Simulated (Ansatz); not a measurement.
CsPbCl$_{3}$ (cubic perovskite, Pm-3m) at seven volumes, DFT-r²SCAN in the program Ansatz with PAW potentials, scaled uniformly. One row is withheld.

```csv
V (Å³/atom),P (GPa)
33.200,2.91
34.294,1.77
35.389,?
36.483,0.00
37.578,-0.68
38.672,-1.26
39.767,-1.74
```

Fit the shown pressures and predict the withheld one.

P = (3/2)B₀(x^(7/2) − x^(5/2))[1 + (3/4)(B′ − 4)(x − 1)] with x = (V₀/V)^(2/3). Least squares on the six rows gives V₀ = 36.484 Å³/atom, B₀ = 24.7 GPa, B′ = 4.69. At V = 35.389, x = 1.0205 and P = 0.81 GPa. The run itself gave 0.81 GPa.

This is a known high-temperature phase of the composition, computed here at zero pressure and temperature. Symmetry was held in the r²SCAN relaxation; whether a distortion lowers the energy is not shown. Spin–orbit coupling is left out wherever it is not named.

Potentials: the later of the program's two PAW sets.
